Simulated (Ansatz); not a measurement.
SbAs: stiffness from a series of strains

```yaml
crystal:
  lattice:
    - [2.01275, 1.16206, 3.61233]
    - [-2.01275, 1.16206, 3.61233]
    - [0.00000, -2.32412, 3.61233]
  atoms:
    - { symbol: Sb, position: [0.50000, 0.50000, 0.50000] }
    - { symbol: As, position: [0.00000, 0.00000, 0.00000] }
```

Atoms are numbered in the order listed.

The cell comes from COD entry 9001315, which wasn't checked; take it as a given geometry.

Spin–orbit coupling is left out, though it moves levels of the heavy atoms by tenths of an eV or more.

Level of theory: Ansatz 0.2.0, DFT, PBEsol, all-electron LAPW, scalar-relativistic.

Numerical set-up: a Γ-centred 11×11×11 k mesh, Fermi–Dirac smearing of 0.05 eV, basis error target 1 meV/atom, no spin polarisation.

The strain is applied along the Cartesian axes of the cell as listed (the other components stay zero). Fractional coordinates are held (clamped ions).

σ is the change of stress from the unstrained cell, which is at -4.04 GPa; tension is positive, so slopes are stress–strain coefficients at that pressure. In a metal the k mesh adds noise.

Only quantities that a quadratic follows smoothly over the whole series are listed; rougher ones are left out.

```
    εzz  σzz (GPa)  σxx (GPa)
-0.0200      -1.86      -1.01
-0.0100      -0.90      -0.49
 0.0000       0.00       0.00
 0.0200       1.69       0.88
```

Task: Fit the series and read off the stiffness at zero strain.

Result: Least-squares fits y = p0 + p1 x + p2 x² to the rows give σzz (GPa): p1 = 88.7, p2 = -220; σxx (GPa): p1 = 47.3, p2 = -160. So C33 = 89 GPa and C13 = 47 GPa, for these axes.

Task: One run, at εzz = 0.0100, is withheld. Predict its row.

Result: The fits give 0.87, 0.46; the run gave 0.86, 0.46.
